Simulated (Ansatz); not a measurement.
SbAs, DFT, PBEsol, all-electron LAPW, scalar-relativistic (Ansatz 0.2.0), run on 1 thread of Arm Neoverse V1 on a shared host.

The cell comes from COD entry 9001315, which wasn't checked; take it as a given geometry. The listed cell was then made from it by scaling, straining or moving an atom.

Command: `ansatz run input.yaml --threads 1 --pin off --max-ram 3072MiB --backend cpu --events-out ev --progress --plain --runs-dir out`

```yaml
crystal:
  lattice:
    - [1.9650049495, 1.1058103078, 3.5805819004]
    - [-2.0604927715, 1.146065285, 3.6208368776]
    - [-0.0128820781, -2.3602454929, 3.6355712219]
  atoms:
    - { symbol: Sb, position: [0.5, 0.5, 0.5] }
    - { symbol: As, position: [0.0, 0.0, 0.0] }
kpoints:
  mp_grid: { grid: [11, 11, 11] }
  band_path:
    path:
      - [0.0, 0.0, 0.0]
      - [0.0, 0.0, -0.5]
      - [0.5, 0.5, 0.5]
      - [0.0, 0.0, 0.0]
      - [0.0, -0.5, 0.0]
      - [0.5, 0.0, 0.0]
      - [0.0, 0.0, 0.0]
      - [0.5, 0.0, 0.5]
      - [0.0, -0.5, -0.5]
    npoints: 5
scf:
  occupations: { method: fermi_dirac, width: 0.05 }
hamiltonian:
  xc: pbesol
  pseudopotentials: { kind: all_electron, lapw: { basis_error: 0.001 } }
output:
  forces: true
  stress: true
  eigenvalues: true
```

(1) How large is the problem that the program sets up?

(2) Estimate the wall time and the peak memory.

## Answers

(1) 666 irreducible k-points, 337 plane waves at Γ, 28 bands.

(2) 2.9 min of wall time for 7 SCF iterations, with a peak of 1.8 GiB. Times on shared machines scatter by tens of per cent.
